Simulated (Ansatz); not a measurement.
Method: DFT PBE, scalar-relativistic, plane waves, PAW in Ansatz 0.2.0. Settings: cutoff 420 eV, Γ-centred meshes spaced at most about 0.3 Å⁻¹, and about 0.25 Å⁻¹ or finer for metals (2π included), Gaussian smearing. Collinear spin in cells that started with moments and kept them past the coarse steps, no spin elsewhere.

These are static total energies at zero pressure.

Compare these two cells of Cu2NiO3, each relaxed at this level.

A. (site moments Cu -0.2 (×2); Ni 1.4; O 0.4 (×2), -0.3 μB)

```
Cu Ni O
1.0
     2.62353    0.00000    0.00000
     0.00000    2.62353    0.00000
     0.00000    0.00000    7.94037
Cu Ni O
2 1 3
Cartesian
  1.3118 1.3118 2.6749
  1.3118 1.3118 5.2655
  1.3118 1.3118 0.0000
  0.0000 0.0000 6.7176
  0.0000 0.0000 1.2228
  0.0000 0.0000 3.9702
```

B. (site moments Cu 0.1 (×2); Ni 1.1 μB)

```
Cu Ni O
1.0
     5.24924    0.00000    0.00000
    -2.62462    4.54597    0.00000
     0.00000    0.00000    2.69876
Cu Ni O
2 1 3
Cartesian
  0.0000 3.0306 0.0000
  2.6246 1.5153 0.0000
  0.0000 0.0000 0.0000
  2.6246 0.0000 1.3494
  -1.3123 2.2730 1.3494
  1.3123 2.2730 1.3494
```

Question: Which form is favoured at zero pressure, and by what margin per atom?

Answer: A is lower, by 211 meV/atom. A has Cu and Ni ordered on caesium chloride sites, space group P4/mmm (No. 123), 9.1 Å³/atom and no gap on its mesh; B has space group P6/mmm (No. 191), 10.7 Å³/atom and no gap. Counting O atoms around Cu and Ni (those within 1.25 times the shortest such distance or 1.15 times the sum of covalent radii; the shortest distance is added where it exceeds 1.18 times the sum of covalent radii), A has Cu 8, Ni 8 and B has Cu 6, Ni 12 from 3.0 Å. The denser one is the lower, and pressure would at first widen the difference. Both come from invented guesses.

In such compounds of Cu and Ni a zero gap at this level may well be an artefact, since no Hubbard U is applied. Another magnetic order may lie lower. Cells relaxed within their symmetry can be saddle points.
